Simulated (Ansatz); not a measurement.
A trial cell of SnTe was relaxed with PBE (plane waves to 420 eV, PAW, scalar-relativistic; Ansatz, a program for electronic structure).

Before: P4₂/mnm (No. 136), tP8; a = b = 8.033 Å, c = 4.634 Å, α = β = γ = 90.00°.

After relaxation:

Simulated powder pattern, Fe Kα, λ = 1.93735 Å (kinematic, ideal powder, no thermal factors, no anomalous dispersion; the 24 strongest lines at most, above 1 %, up to 2θ = 90°):

```
2θ (°)  I/Imax (%)
------  ----------
35.19          100
50.61           73
63.14           26
74.39           12
85.04           36
```

Problem. Identify the relaxed structure from its pattern: crystal system, space group and cell.

Solution. Cubic, Fm-3m (No. 225), cF8, rock salt type; a = 6.410 Å, b = 6.410 Å, c = 6.410 Å, α = 90.00°, β = 90.00°, γ = 90.00°. Sites: Sn 4a (0.000, 0.000, 0.000); Te 4b (0.500, 0.500, 0.500).

Problem. Index the strongest lines.

Solution. 35.19° (200), 50.61° (220), 63.14° (222), 74.39° (400), 85.04° (420).

No spin polarisation in the result.

The run could not lose the symmetry of its start.
